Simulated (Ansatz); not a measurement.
A vibration from a frozen displacement in BePd

Theory: DFT r2SCAN, scalar-relativistic, plane waves, PAW (Ansatz). Settings: plane waves to 500 eV, k-mesh 16×16×16 (Γ-centred), Gaussian smearing 0.15 eV. No spin polarisation. Energies are free energies at this smearing, counted from the undisturbed cell; pressure is positive in compression.

The starting cell (as given, not relaxed at this level; it stands at -0.1 GPa, and it needn't be the usual structure):

```xyz
2
Lattice="2.8130 0.0000 0.0000 0.0000 2.8130 0.0000 0.0000 0.0000 2.8130" Properties=species:S:1:pos:R:3 pbc="T T T"
Be    0.0000    0.0000    0.0000
Pd    1.4065    1.4065    1.4065
```

Every Pd atom is moved by x along the Cartesian unit vector (1.000, 0.000, 0.000); the cell and all other atoms stay fixed. The cell's volume is 22.26 Å³; the moved atoms weigh 106.420 u together and the others 9.012 u. Some rows repeat others by symmetry and weren't run.

| x (Å) | ΔE (meV/cell) | total force on the moved atoms along the move (eV/Å) | pressure (GPa) |
| --- | --- | --- | --- |
| -0.2000 | 84.59 | 0.8458 | 2.0972 |
| -0.1750 | 64.76 | 0.7401 | 1.5836 |
| -0.1500 | 47.58 | 0.6354 | 1.1367 |
| -0.1250 | 33.04 | 0.5295 | 0.7568 |
| -0.1000 | 21.15 | 0.4237 | 0.4449 |
| -0.0750 | 11.89 | 0.3178 | 0.2016 |
| -0.0500 | 5.29 | 0.2119 | 0.0275 |
| -0.0250 | 1.32 | 0.1059 | -0.0770 |
| 0.0000 | 0.00 | 0.0000 | -0.1119 |
| 0.0250 | 1.32 | -0.1059 | -0.0770 |
| 0.0500 | 5.29 | -0.2119 | 0.0275 |
| 0.0750 | 11.89 | -0.3178 | 0.2016 |
| 0.1000 | 21.15 | -0.4237 | 0.4449 |
| 0.1250 | 33.04 | -0.5295 | 0.7568 |
| 0.1500 | 47.58 | -0.6354 | 1.1367 |
| 0.1750 | 64.76 | -0.7401 | 1.5836 |
| 0.2000 | 84.59 | -0.8458 | 2.0972 |

**Question.** What frequency belongs to this motion?

**Answer.** The force constant is k = −dF/dx = 4.236 eV/Å², from the parabola through x = -0.0250, 0 and 0.0250. In every cell the moved atoms swing against the rest, so the mass is μ = m₁m₂/(m₁ + m₂) = 8.309 u, and ν̃ = 521.5 cm⁻¹ × √(|k|/μ) = 372 cm⁻¹. To first order in x, and within 1 %, the force on every atom lies along the move and, within each of the two groups, in proportion to the atom's mass, so this is itself a mode at the zone centre of this cell.

**Question.** How far does the harmonic law reach?

**Answer.** At x = -0.200 Å, kx²/2 = 84.72 meV against the computed 84.59 meV (-0.2 %): the well is still close to harmonic there.

**Question.** The pressure changes with x². What does that say about the frequency under compression?

**Answer.** With E = k(V)x²/2, k ∝ V^(−2γ) and x scaling with the cell as V^(1/3), P − P0 = −∂E/∂V = (2γ − 2/3) ΔE/V. At x = 0.0500 Å, V(P − P0) = 22.26 × 0.13948 / 160.2 eV = 19.38 meV and ΔE = 5.29 meV, so γ = 1/3 + V(P − P0)/(2ΔE) = 2.17. This is the Grüneisen parameter of the motion under uniform scaling of the cell: shrinking the cell evenly by 1 % in volume raises the frequency by about 2.17 %.

In a metal these slopes depend on the k mesh and the smearing.